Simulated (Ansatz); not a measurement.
LaAlGe in space group I4_1md (No. 109; La on 4a, Ge on 4a, Al on 4a), plane-wave PAW r²SCAN (Ansatz code), all energies at zero smearing, with the estimated change up to a 700 eV cutoff added, with one set of potentials and settings (totals compare only within such a set). Cell of 6 atoms (2 La, 2 Ge, 2 Al): -22220.812 eV.

```csv
element,reference phase,E (eV/atom)
La,"P6_3/mmc, 4 atoms in the cell",-6264.6784
Ge,"Fd-3m, 2 atoms in the cell",-4302.9041
Al,"Fm-3m, 1 atoms in the cell",-540.4083
```

Formation energy per atom, worked out: (-22220.812 − 2×(-6264.6784) − 2×(-4302.9041) − 2×(-540.4083))/6 = -0.805 eV/atom (-78 kJ per mol of atoms), at 0 K, without zero-point energy or fitted corrections.

The workflow started from an entry of the Crystallography Open Database (COD). Whether it is the stable phase at ambient conditions was not checked. Symmetry was held in the r²SCAN relaxation; its stability against distortions is not shown here. The references are the lowest solids computed at this level, not always the standard phases. Spin–orbit coupling is left out wherever it is not named.

Potentials: the later of the program's two PAW sets.
